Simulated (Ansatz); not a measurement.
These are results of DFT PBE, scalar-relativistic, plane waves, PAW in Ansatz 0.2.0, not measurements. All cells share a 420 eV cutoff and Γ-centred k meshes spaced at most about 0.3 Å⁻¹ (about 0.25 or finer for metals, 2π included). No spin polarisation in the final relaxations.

All energies are static (0 K, no zero-point motion).

Two relaxed structures of ScInS₃:

A. Space group Pm-3m (No. 221), cubic, a = 4.935 Å. Sc has 12 S at 3.49 Å; In is surrounded by 6 S at 2.47 Å; S has 2 In at 2.47 Å, 4 Sc at 3.49 Å and 8 S at 3.49 Å.

B. Space group Immm (No. 71), orthorhombic, a = 4.558 Å, b = 8.084 Å, c = 11.750 Å. Around Sc lie 4 S at 2.67 Å; In has 2 S at 2.28 Å and 2 S at 2.66 Å; S on a site of symmetry m2m has 1 In at 2.66 Å, 2 Sc at 2.67 Å, 1 S at 2.76 Å and 2 S at 3.50 Å; around S on a site of symmetry mmm lie 2 In at 2.28 Å and 4 S at 3.50 Å.

Task: Which would you expect to be lower, and how large is the difference?

Result: B is lower, by 202 meV/atom. A has the cubic perovskite type, space group Pm-3m (No. 221), 24.0 Å³/atom and no gap on its mesh; B has space group Immm (No. 71), 43.3 Å³/atom and no gap. Counting S atoms around In and Sc (those within 1.25 times the shortest such distance or 1.15 times the sum of covalent radii; a plus sign parts nearer from farther groups; the shortest distance is added where it is long for a bond), A has Sc 12 from 3.5 Å, In 6 and B has Sc 4, In 2+2. Both come from invented guesses. A third cell relaxed alike, in Pm, lies 0.62 eV/atom below the lower of the two.

No dispersion correction is applied, so the spacing and binding between layers, chains or molecules are poorly described (Immm), and this can change margins and order among such cells. Cells relaxed within their symmetry can be saddle points.
